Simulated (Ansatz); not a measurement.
Consider the following.

VBiO4 (scheelite type, space group I4_1/a)

```cif
data_Bi2O8V2
_chemical_formula_sum 'Bi2 V2 O8'
_space_group_name_H-M_alt 'P 1'
_space_group_IT_number 1
_cell_length_a 6.93064
_cell_length_b 6.93064
_cell_length_c 6.93064
_cell_angle_alpha 136.234
_cell_angle_beta 136.234
_cell_angle_gamma 63.619
loop_
_space_group_symop_operation_xyz
  'x, y, z'
loop_
_atom_site_label
_atom_site_type_symbol
_atom_site_fract_x
_atom_site_fract_y
_atom_site_fract_z
_atom_site_occupancy
Bi1 Bi 0.75000 0.25000 0.50000 1
Bi2 Bi 0.00000 0.00000 0.00000 1
V1 V 0.25000 0.75000 0.50000 1
V2 V 0.50000 0.50000 0.00000 1
O1 O 0.07894 0.96643 0.38920 1
O2 O 0.57723 0.68974 0.61080 1
O3 O 0.71643 0.82723 0.38749 1
O4 O 0.43974 0.32894 0.61251 1
O5 O 0.67106 0.28357 0.11080 1
O6 O 0.17277 0.56026 0.88920 1
O7 O 0.03357 0.42277 0.11251 1
O8 O 0.31026 0.92106 0.88749 1
```

This relaxed cell (volume V₀) is scaled evenly in all directions, its shape held. The atoms relax within the cell's symmetry.

All values below come from PBE (plane waves to 420 eV, PAW, scalar-relativistic; Ansatz, an electronic-structure program). k mesh 7×7×7 (Γ-centred), Fermi-Dirac smearing 0.05 eV. Energies are smeared free energies. Compression counts positive. Some relaxations began with atoms very close together and may have settled on another branch. With the shape held, the modulus is that of even scaling; a crystal free to change shape is softer. Spin-orbit coupling is left out, though Bi is heavy. This is one of several known forms of VBiO4; the measured ambient cells at hand have space group No. 15 or 60. VBiO4 is run without spin polarisation. VBiO4 was relaxed with its symmetry unable to fall. The zero of ΔE is the relaxed starting cell.

The scan covers V/V₀ from 0.840 to 1.160 in 9 points.

Question: What is ΔE at V/V₀ = 1.160?

Answer: 97.7 meV/atom.

Question: What is ΔE at V/V₀ = 0.840?

Answer: 179.5 meV/atom.

Question: What pressure does the cell carry at V/V₀ = 0.840?

Answer: 31.9 GPa.

(A scan under strain: stresses follow from slopes of the energy per volume, elastic moduli from its curvatures.)
